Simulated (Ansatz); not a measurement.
YSbO$_{4}$:
```yaml
crystal:
  lattice:
    - [-0.03737, -7.48193, 0.00000]
    - [-5.35107, 0.00000, 0.00000]
    - [-0.23775, -1.18148, -7.49287]
  atoms:
    - { symbol: Y, position: [0.38853, 0.26531, 0.86529] }
    - { symbol: Y, position: [0.61147, 0.73469, 0.13471] }
    - { symbol: Y, position: [0.89264, 0.21457, 0.84318] }
    - { symbol: Y, position: [0.10736, 0.78543, 0.15682] }
    - { symbol: Sb, position: [0.80462, 0.23810, 0.33640] }
    - { symbol: Sb, position: [0.19538, 0.76190, 0.66360] }
    - { symbol: Sb, position: [0.69279, 0.72497, 0.66362] }
    - { symbol: Sb, position: [0.30721, 0.27503, 0.33638] }
    - { symbol: O, position: [0.30823, 0.08750, 0.56413] }
    - { symbol: O, position: [0.69177, 0.91250, 0.43587] }
    - { symbol: O, position: [0.44044, 0.61360, 0.67167] }
    - { symbol: O, position: [0.55956, 0.38640, 0.32833] }
    - { symbol: O, position: [0.93954, 0.86934, 0.66839] }
    - { symbol: O, position: [0.06046, 0.13066, 0.33161] }
    - { symbol: O, position: [0.80432, 0.40269, 0.56686] }
    - { symbol: O, position: [0.19568, 0.59731, 0.43314] }
    - { symbol: O, position: [0.82611, 0.03862, 0.11517] }
    - { symbol: O, position: [0.17389, 0.96138, 0.88483] }
    - { symbol: O, position: [0.67601, 0.50961, 0.88699] }
    - { symbol: O, position: [0.32399, 0.49039, 0.11301] }
    - { symbol: O, position: [0.12257, 0.47172, 0.81516] }
    - { symbol: O, position: [0.87743, 0.52828, 0.18484] }
    - { symbol: O, position: [0.61927, 0.99185, 0.82976] }
    - { symbol: O, position: [0.38073, 0.00815, 0.17024] }
```

Relaxed with r²SCAN. Special points in fractions of this cell's reciprocal vectors: Γ (0.000, 0.000, 0.000); X (0.500, 0.000, 0.000); Y (0.000, 0.500, 0.000); Z (0.000, 0.000, 0.500); R (0.500, 0.500, 0.500); T (0.000, 0.500, 0.500); U (0.500, 0.000, 0.500); V (0.500, 0.500, 0.000).

List the band energies nearest the valence-band maximum at these points for plane-wave PAW r²SCAN (Ansatz code).

In eV from the valence-band maximum; about four levels below and three above (degenerate sets whole), none deeper than 8.9 eV; points with the same levels are listed once.

```
k                          below           above
-  -----------------------------  --------------
Γ        -0.32 -0.23 -0.19 -0.08  3.32 5.09 5.20
X        -0.35 -0.26 -0.17 -0.02  4.15 4.16 5.27
Y        -0.33 -0.33 -0.15 -0.15  4.64 4.79 5.99
Z        -0.33 -0.27 -0.25 -0.04  3.73 5.07 5.15
R  -0.52 -0.52 -0.40 -0.39 -0.12  5.16 5.24 5.26
T        -0.38 -0.37 -0.29 -0.08  4.84 4.86 6.07
U        -0.27 -0.24 -0.11 -0.01  4.05 4.17 5.60
V        -0.45 -0.34 -0.27 -0.07  5.12 5.12 5.17
```

Space group P-1. The workflow started from a Materials Project entry (that database holds measured and hypothetical structures alike); the Crystallography Open Database copy checked does not list it. Entries of such low symmetry are often ordered models of mixed-site phases. Its standing as an ambient phase is unchecked. The cell was relaxed with r²SCAN under the symmetry of its start; whether a distortion lowers the energy is not shown. No spin polarisation was allowed. Spin–orbit coupling is left out wherever it is not named.

Potentials: the later of the program's two PAW sets.
